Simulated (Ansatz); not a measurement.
Data:

Zr (simple cubic, Pm-3m), a = 2.903 Å, b = 2.903 Å, c = 2.903 Å, α = 90.00°, β = 90.00°, γ = 90.00°.

This is the r²SCAN-relaxed structure.

Task: All from the program Ansatz at the r²SCAN level (PAW), unless another level is named. Estimate the bulk modulus (Birch–Murnaghan fit).

Result: 69.5 GPa.

Task: What about the elastic constants (relaxed ions, GPa)?

Result: C11 = 108, C12 = 47.9, C44 = -49.6.

A made-up cell: these elements were put on the sites of a structure type; neither database checked (COD, Materials Project) lists it. It is not the phase usual at ambient conditions (space group No. 194). Symmetry was held in the r²SCAN relaxation. At this level the phase is mechanically unstable. No spin polarisation was allowed. As this level gives no gap, shear constants depend on the k-mesh and smearing (Fermi–Dirac, 0.1 eV here).

Potentials: the later of the program's two PAW sets.
